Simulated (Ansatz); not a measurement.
Property card for TiAl3

TiAl$_{3}$:
```cif
data_Al3Ti
_chemical_formula_sum 'Ti1 Al3'
_space_group_name_H-M_alt 'P 1'
_space_group_IT_number 1
_cell_length_a 3.91125
_cell_length_b 3.91125
_cell_length_c 3.91125
_cell_angle_alpha 90.000
_cell_angle_beta 90.000
_cell_angle_gamma 90.000
loop_
_space_group_symop_operation_xyz
  'x, y, z'
loop_
_atom_site_label
_atom_site_type_symbol
_atom_site_fract_x
_atom_site_fract_y
_atom_site_fract_z
_atom_site_occupancy
Ti1 Ti 0.00000 0.00000 0.00000 1
Al1 Al 0.50000 0.50000 0.00000 1
Al2 Al 0.00000 0.50000 0.50000 1
Al3 Al 0.50000 0.00000 0.50000 1
```

Space group Pm-3m (No. 221), Cu3Au type; conventional cell a = b = c = 3.911 Å, α = β = γ = 90.00°.

Method: the program Ansatz at the LDA level (PAW). Structure relaxed to zero pressure with the same functional. Other levels are named where they apply.

**Cell and energy**

```json
{
 "volume_per_atom": "14.96 Å³",
 "density": "3.57 g/cm³",
 "Formation energy from the elements (no fitted shifts)": "-0.39 eV/atom"
}
```

**Electronic structure**

```json
{
  "electronic_character": "metallic (no gap)",
  "Density of states at the Fermi level": "0.58 states/eV per atom (mean over ±0.08 eV)"
}
```

**Mechanics**

```json
{
  "Bulk modulus (Birch–Murnaghan fit)": "1170 kbar",
  "Pressure derivative B′": "4.1",
  "Elastic constants (relaxed ions, GPa)": "C11 = 209, C12 = 71.5, C44 = 87.1",
  "mechanical_stability": "stable (all eigenvalues of C positive)",
  "hill_bulk_and_shear_moduli": "117 and 79.2 GPa",
  "Young's modulus": "194 GPa",
  "Poisson's ratio": "0.22",
  "debye_temperature_from_the_elastic_constants": "630 K"
}
```

**Phonons**

```json
{
 "highest_zone_centre_frequency": "10.72 THz",
 "zone_centre_stability": "no imaginary mode at Γ"
}
```

The workflow started from a Materials Project entry (that database holds measured and hypothetical structures alike); the Crystallography Open Database copy checked does not list it. Whether it is the stable phase at ambient conditions was not checked. Symmetry was held in the LDA relaxation. The run is not spin-polarised. As this level gives no gap, shear constants depend on the k-mesh and smearing (Fermi–Dirac, 0.1 eV here). As this level gives no gap, phonon frequencies hold no LO–TO term and depend on the k-mesh and smearing (Fermi–Dirac, 0.1 eV here). The references are the lowest solids computed at this level, not always the standard phases.

Potentials: the later of the program's two PAW sets.
